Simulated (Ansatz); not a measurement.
Method: PBE, scalar-relativistic; collinear spin; PAW, 420 eV, 10×10×5 k-mesh, Gaussian smearing of 0.05 eV; code Ansatz. The datasets are Ansatz's generated set soft_2.

A crystal of composition NbX, relaxed at this level of theory, gives this pattern between 10° and 80°.

Cu Kα1 powder pattern (kinematic, no thermal factors).
```
2θ (°)  relative intensity
 26.81                   3
 31.05                 100
 44.49                  73
 52.71                   1
 55.25                  25
 64.74                  12
 73.54                  32
```

**Question.** Which lattice and cell does the pattern come from?

**Answer.** Cubic, space group Fm-3m (No. 225), a = 5.755 Å, b = 5.755 Å, c = 5.755 Å, α = 90.00°, β = 90.00°, γ = 90.00°. The line positions fix the lattice at most, not the space group, and lines under 1 % of the strongest aren't listed; this is the group of the computed cell.

The calculation on NbX, where X is one element, gave:

```json
{
  "Band gap": "zero (metallic)",
  "Density of states at the Fermi level": "1.4 states/(eV·atom)",
  "Magnetic state": "antiferromagnetic",
  "Site spin moments": "Nb 1.20, -1.20 μB",
  "Spin moment of the cell": "0.00 μB",
  "Bader charges": "Nb 0.95; X -0.95 e",
  "Formation energy from the elements (0 K, uncorrected)": "0.36 eV/atom (unstable against the elements)",
  "Bulk modulus (Birch–Murnaghan)": "75 GPa",
  "Pressure derivative B0′": "4.9"
}
```

Sites: Nb on 4b, X on 4a.

**Question.** Which element is X?
A. Sn
B. I
C. Sb
D. Te

**Answer.** D. X is Te, so the compound is NbTe.

The cell came from substitution into a structure type; no database entry of this phase was matched, which doesn't show that none exists.

The moments change along the equation of state, so B0 holds a magnetic softening and is less sure. These numbers lack spin–orbit coupling. The run wasn't fully tested for a lower electronic state. Site moments are of spin, integrated over atomic spheres.
